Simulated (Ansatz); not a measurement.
**Ni (dhcp): energy against volume**

All numbers below come from DFT, PBEsol, plane waves (420 eV) with PAW, scalar-relativistic in Ansatz 0.2.0. (PAW data from PBE, frozen cores regenerated.)

The cell is scaled uniformly from the relaxed one, with fractional coordinates and shape fixed. Energies are extrapolated to zero smearing, pressures are those at the given smearing. Magnetic state: ferromagnetic.

A Birch-Murnaghan fit gives V₀ = 10.40 Å³/atom, B₀ = 229 GPa, B₀′ = 4.8.

Task: What are the energy above the minimum and the pressure at 9.561 Å³/atom?

Result: 56.4 meV/atom and 23.59 GPa as computed.

Task: What are the energy above the minimum and the pressure at 9.977 Å³/atom?

Result: 13.1 meV/atom and 10.53 GPa as computed.

Task: What are the energy above the minimum and the pressure at 11.224 Å³/atom?

Result: 40.7 meV/atom and -14.48 GPa as computed.
